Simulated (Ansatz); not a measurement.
A geometry of Pt away from equilibrium: step 2 of the relaxation of a relaxed Pt cell, doubled along one cell vector, shaken by Gaussian noise of σ = 0.08 Å a coordinate. These are r2SCAN (plane waves to 500 eV, PAW, scalar-relativistic; Ansatz, a quantum-chemistry and plane-wave program) values and carry that method's errors. Γ-centred k-mesh 13×13×2 on the run's cell (coarser than for final values), Fermi–Dirac smearing 0.05 eV.

```
CELL_PARAMETERS angstrom
      2.76119    -0.00340     0.00393
     -1.38354     2.39047    -0.00616
      0.02645    -0.03260    18.48071
ATOMIC_POSITIONS crystal
  Pt 0.00700 0.00756 0.00327
  Pt 0.98565 0.99604 0.49910
  Pt 0.01337 0.00616 0.24675
  Pt 0.98591 0.99987 0.74733
  Pt 0.35652 0.70956 0.12207
  Pt 0.29347 0.66737 0.63010
  Pt 0.67674 0.31545 0.37736
  Pt 0.66379 0.33022 0.87185
```

What forces act on the atoms (eV/Å)?


| atom | Fx | Fy | Fz |
|---|---|---|---|
| Pt1 | 0.00 | 0.05 | -1.52 |
| Pt2 | 0.06 | -0.01 | 1.01 |
| Pt3 | -0.02 | 0.02 | 0.59 |
| Pt4 | -0.07 | 0.02 | 1.15 |
| Pt5 | 0.00 | -0.04 | 0.84 |
| Pt6 | 0.06 | -0.02 | -1.70 |
| Pt7 | -0.03 | 0.00 | -0.97 |
| Pt8 | 0.01 | -0.01 | 0.61 |

What is the pressure?

+3.4 GPa, compression positive.

How far above the relaxed end point is this geometry?

0.07 eV/atom; the path ends in I4/mmm (No. 139) (AFLOW prototype A_tI2_139_a (A_a)).

No spin polarisation in the result.

The end of the path is a generated cell of Pt: the first start was made by placing the elements on the sites of a structure type, and the end was not matched to a known phase here, so it may be hypothetical. Known forms of Pt include space group No. 225.
